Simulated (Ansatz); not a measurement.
**Response of Pt3Pb to small distortions**

```yaml
crystal:
  lattice:
    - [4.05800, 0.00000, 0.00000]
    - [0.00000, 4.05800, 0.00000]
    - [0.00000, 0.00000, 4.05800]
  atoms:
    - { symbol: Pt, position: [0.00000, 0.50000, 0.50000] }
    - { symbol: Pt, position: [0.50000, 0.00000, 0.50000] }
    - { symbol: Pt, position: [0.50000, 0.50000, 0.00000] }
    - { symbol: Pb, position: [0.00000, 0.00000, 0.00000] }
```

Atoms are numbered in the order listed.

The cell comes from COD entry 1523554, which wasn't checked; take it as a given geometry.

No spin–orbit coupling, which matters for the heavy atoms here.

Theory: DFT, LDA, all-electron PAW with datasets made for the crystal, scalar-relativistic (Ansatz 0.2.0).

The runs use a Γ-centred 9×9×9 k mesh, Fermi–Dirac smearing of 0.03 eV, cutoff 280 eV (chosen by the program for this cell), no spin polarisation.

The unchanged cell is at -2.86 GPa.

In a metal, stresses and small energies carry noise from the k mesh.

x, y and z are the Cartesian axes of the cell as listed; fractional coordinates follow a strain, and an engineering shear is twice the off-diagonal strain component.

With equal xy, yz and zx engineering shear strains of -2 %: energy change +3 meV/atom; stress change (xx, yy, zz, yz, xz, xy) 0.25, 0.25, 0.25, 1.14, 1.14, 1.14 GPa, compression positive.

Task: With this change (equal xy, yz and zx engineering shear strains of -1 %), what becomes of the energy and stress?

Result: Energy change under 1 meV/atom; stress change (xx, yy, zz, yz, xz, xy) 0.06, 0.06, 0.06, 0.57, 0.57, 0.57 GPa, compression positive.

With equal xy, yz and zx engineering shear strains of +1 %: energy change under 1 meV/atom; stress change (xx, yy, zz, yz, xz, xy) 0.06, 0.06, 0.06, -0.59, -0.59, -0.59 GPa, compression positive.

Task: With this change (equal xy, yz and zx engineering shear strains of +2 %), what becomes of the energy and stress?

Result: Energy change +4 meV/atom; stress change (xx, yy, zz, yz, xz, xy) 0.26, 0.26, 0.26, -1.23, -1.23, -1.23 GPa, compression positive.
